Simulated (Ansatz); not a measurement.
Level of theory: DFT r2SCAN, scalar-relativistic, plane waves, PAW in Ansatz 0.2.0.

Structure of BaNi$_{2}$P$_{2}$:

```yaml
crystal:
  lattice:
    - [-1.95273, 1.95273, 6.01543]
    - [1.95273, -1.95273, 6.01543]
    - [1.95273, 1.95273, -6.01543]
  atoms:
    - { symbol: Ba, position: [0.00000, 0.00000, 0.00000] }
    - { symbol: Ni, position: [0.75000, 0.25000, 0.50000] }
    - { symbol: Ni, position: [0.25000, 0.75000, 0.50000] }
    - { symbol: P, position: [0.66016, 0.66016, 0.00000] }
    - { symbol: P, position: [0.33984, 0.33984, 0.00000] }
```

Cutoff 500 eV; k points 12×12×12 on the computed 5-atom cell (Γ-centred); Gaussian smearing, width 0.10 eV; no spin polarisation.

Levels along Γ–X–P–N–Γ–M–S | S0–Γ | X–R | G–M, in eV from the Fermi level, sorted by energy at each point. Points in fractions of the primitive reciprocal vectors: Γ (0.000 0.000 0.000), X (0.000 0.000 0.500), P (0.250 0.250 0.250), N (0.000 0.500 0.000), M (0.500 0.500 -0.500), S (0.276 0.724 -0.276), S0 (-0.276 0.276 0.276), R (-0.053 0.053 0.500), G (0.500 0.500 -0.053).
```csv
point,"k (1/Å, with 2π)",band 25,band 26,band 27,band 28,band 29,band 30,band 31
Γ,0.000,-1.38,-1.38,-1.20,0.57,1.86,1.86,2.62
-,0.163,-1.60,-1.46,-1.04,0.53,1.50,2.04,2.42
-,0.325,-1.70,-1.64,-0.94,0.40,0.88,2.06,2.52
-,0.487,-1.88,-1.79,-0.91,0.16,0.44,1.62,3.27
-,0.650,-2.04,-2.01,-0.91,-0.18,0.09,0.89,3.52
-,0.813,-2.20,-2.00,-0.92,-0.58,-0.38,-0.09,3.58
-,0.975,-2.07,-1.98,-1.04,-0.95,-0.93,-0.74,3.52
X,1.138,-1.98,-1.85,-1.75,-1.12,-0.94,-0.87,3.48
-,1.175,-1.98,-1.84,-1.75,-1.14,-0.93,-0.87,3.50
-,1.212,-1.98,-1.82,-1.75,-1.17,-0.92,-0.87,3.55
-,1.250,-1.98,-1.78,-1.75,-1.23,-0.91,-0.87,3.64
-,1.287,-1.98,-1.75,-1.73,-1.29,-0.90,-0.87,3.76
-,1.324,-1.98,-1.75,-1.66,-1.36,-0.89,-0.87,3.91
-,1.361,-1.98,-1.75,-1.59,-1.44,-0.88,-0.88,4.08
P,1.399,-1.98,-1.75,-1.52,-1.52,-0.88,-0.88,4.21
-,1.514,-2.02,-1.85,-1.43,-1.27,-0.85,-0.81,4.12
-,1.629,-2.08,-1.87,-1.21,-1.01,-0.74,-0.53,4.01
-,1.744,-2.14,-1.85,-0.93,-0.79,-0.53,-0.12,3.88
-,1.858,-2.17,-1.84,-0.59,-0.46,-0.21,0.21,3.23
-,1.973,-2.07,-1.84,-0.22,0.01,0.17,0.36,2.79
-,2.088,-1.96,-1.84,0.14,0.38,0.46,0.55,2.54
N,2.203,-1.92,-1.85,0.35,0.37,0.52,0.85,2.44
-,2.324,-1.97,-1.75,0.10,0.26,0.83,0.87,2.52
-,2.445,-1.99,-1.63,-0.11,0.02,0.98,1.17,2.63
-,2.566,-1.94,-1.58,-0.28,-0.11,1.16,1.49,2.57
-,2.686,-1.82,-1.61,-0.58,0.10,1.39,1.80,2.28
-,2.807,-1.66,-1.62,-0.85,0.38,1.62,1.87,2.22
-,2.928,-1.49,-1.46,-1.07,0.54,1.80,1.82,2.48
Γ,3.049,-1.38,-1.38,-1.20,0.57,1.86,1.86,2.62
-,3.123,-1.38,-1.38,-1.20,0.58,1.86,1.86,2.47
-,3.198,-1.36,-1.36,-1.20,0.62,1.83,1.83,2.07
-,3.273,-1.32,-1.32,-1.20,0.67,1.54,1.80,1.80
-,3.347,-1.29,-1.29,-1.20,0.72,0.97,1.75,1.75
-,3.422,-1.26,-1.20,-1.19,0.43,0.77,1.71,1.71
-,3.497,-1.23,-1.20,-0.91,-0.07,0.80,1.68,1.68
M,3.571,-1.22,-1.20,-0.65,-0.40,0.81,1.67,1.67
-,3.674,-1.34,-1.01,-0.67,-0.33,0.91,1.55,1.67
-,3.777,-1.57,-0.79,-0.73,-0.15,1.17,1.30,1.68
-,3.880,-1.73,-0.85,-0.56,0.08,1.07,1.43,1.66
-,3.982,-1.90,-1.03,-0.34,0.32,0.95,1.54,1.62
-,4.085,-2.06,-1.23,-0.12,0.49,0.92,1.48,1.51
-,4.188,-2.09,-1.43,0.07,0.40,0.95,1.32,1.58
S,4.291,-2.06,-1.62,0.14,0.24,1.02,1.05,1.90
S0,4.291,-2.06,-1.62,0.14,0.24,1.02,1.05,1.90
-,4.418,-1.95,-1.79,-0.16,0.46,0.65,1.14,2.37
-,4.545,-1.90,-1.80,-0.33,0.24,0.69,1.30,2.75
-,4.672,-1.92,-1.69,-0.29,-0.15,0.97,1.52,2.79
-,4.799,-1.84,-1.66,-0.50,-0.05,1.28,1.82,2.41
-,4.926,-1.69,-1.68,-0.80,0.30,1.57,1.97,2.17
-,5.053,-1.51,-1.48,-1.05,0.53,1.78,1.82,2.49
Γ,5.180,-1.38,-1.38,-1.20,0.57,1.86,1.86,2.62
X,5.180,-1.98,-1.85,-1.75,-1.12,-0.94,-0.87,3.48
-,5.197,-1.98,-1.85,-1.75,-1.12,-0.93,-0.87,3.48
-,5.214,-1.98,-1.83,-1.75,-1.12,-0.93,-0.87,3.49
-,5.231,-1.98,-1.81,-1.74,-1.12,-0.92,-0.87,3.50
-,5.248,-1.98,-1.78,-1.74,-1.12,-0.91,-0.87,3.52
-,5.266,-1.98,-1.75,-1.73,-1.12,-0.90,-0.86,3.55
-,5.283,-1.98,-1.72,-1.72,-1.13,-0.88,-0.86,3.58
R,5.300,-1.98,-1.70,-1.68,-1.13,-0.86,-0.86,3.61
G,5.300,-1.98,-1.70,-1.68,-1.13,-0.86,-0.86,3.61
-,5.445,-1.99,-1.55,-1.35,-1.06,-0.85,-0.60,3.87
-,5.591,-2.00,-1.34,-0.92,-0.84,-0.77,-0.19,3.52
-,5.736,-2.00,-1.11,-0.83,-0.42,-0.29,0.40,2.81
-,5.881,-1.93,-0.93,-0.84,0.11,0.17,1.11,2.33
-,6.027,-1.65,-0.88,-0.79,0.03,0.80,1.57,1.62
-,6.172,-1.36,-0.99,-0.69,-0.26,1.02,1.39,1.71
M,6.318,-1.22,-1.20,-0.65,-0.40,0.81,1.67,1.67
```

Spin-orbit coupling is left out, which matters for the bands of heavy elements. Spin polarisation was left out, and a magnetic state may lie lower.

A ferromagnetic start lost its moments in a first run, so spin was left out; other magnetic orders weren't tried.

Cost: 1 run of about 5 core-minutes, on Arm Neoverse V2 (shared hosts).